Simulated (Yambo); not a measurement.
## How GW settings move the gap: BeSe

G0W0@PBE for BeSe (zinc blende, space group F-43m, No. 216) in Yambo. Reference settings: 4×4×4 Γ-centred k mesh, bands 11 to 156 and a 15 Ry block in the screening, 156 bands in G with the Bruneval-Gonze terminator, plasmon pole fitted at 27.2 eV. The PBE gap Γ → X on this mesh is 2.62 eV; G0W0 gaps are taken between the same points.

| change from the reference | G0W0 gap Γ → X (eV) | shift of the valence edge (eV) | rough Yambo cost |
|---|---|---|---|
| reference settings | 3.67 | -0.84 | 1 |
| 83 bands in W, 83 bands in G | 3.63 | -0.76 | within a factor of two |
| 83 bands in G | 3.67 | -0.85 | – |
| 9 Ry block | 3.62 | -0.79 | within a factor of two |
| no terminator | 3.65 | -0.81 | – |

The reference isn't shown to be the converged limit. Costs are rough (shared machines), scaled to the same edge states, and given only for runs that recompute the screening.

Spin-orbit splittings are left out.

Geometry relaxed with PBEsol; primitive cell a = 3.628 Å, b = 3.628 Å, c = 3.628 Å, α = 60.00°, β = 60.00°, γ = 60.00°.

A shift is the quasiparticle energy of the state minus its PBE energy.

The potentials are those of PseudoDojo's stringent table.
